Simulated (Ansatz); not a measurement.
The start is a relaxed Ti cell, doubled along one cell vector, shaken by Gaussian noise of σ = 0.08 Å a coordinate. The structure is fully relaxed (lattice and positions, P = 0) with r2SCAN (plane waves to 500 eV, PAW, scalar-relativistic; Ansatz, an electronic-structure program). The first steps use a coarse 14×7×13 k-mesh.

Starting cell:
```
Ti
1.0
   -1.69564     1.69564     1.49652
    3.39128    -3.39128     2.99304
    1.69564     1.69564    -1.49652
Ti
2
Direct
  0.00186   0.00258   0.01170
  0.03426   0.48778   0.99209
```

| Item | Result |
|---|---|
| Largest initial force | 0.31 eV/Å, on Ti1, Ti2 (atoms numbered as listed) |
| Energy released | 0.13 eV/atom |
| Volume change | +0.5 %, from 17.21 to 17.31 Å³/atom |
| Relative to the parent | It does not go back: it reaches P6₃/mmc (No. 194), hcp (Mg type), 0.12 eV/atom below the parent |
| Shortest distances (start → end) | The closest pairs of elements (up to four, under 3.6 Å), start → end: Ti–Ti 2.72 → 2.87 Å |
| Band gap at the end | no gap (metallic) |
| Optimiser moves | 15 |

The end point of the relaxation:

```cif
data_Ti2
_chemical_formula_sum 'Ti2'
_space_group_name_H-M_alt 'P63/mmc'
_space_group_IT_number 194
_space_group_name_Hall '-P 6c 2c'
_cell_length_a 2.93591
_cell_length_b 2.93591
_cell_length_c 4.63651
_cell_angle_alpha 90.000
_cell_angle_beta 90.000
_cell_angle_gamma 120.000
loop_
_atom_site_label
_atom_site_type_symbol
_atom_site_symmetry_multiplicity
_atom_site_Wyckoff_symbol
_atom_site_fract_x
_atom_site_fract_y
_atom_site_fract_z
_atom_site_occupancy
Ti1 Ti 2 c 0.33333 0.66667 0.25000 1
```

Final values are on a 18×18×10 k-mesh of the relaxed cell. No spin polarisation in the result.

The run could not lose the symmetry of its start.

Of the parent cell (I4/mmm (No. 139)): it is a generated cell of Ti: the first start was made by placing the elements on the sites of a structure type, and the end was not matched to a known phase here, so it may be hypothetical. Known forms of Ti include space group No. 194.
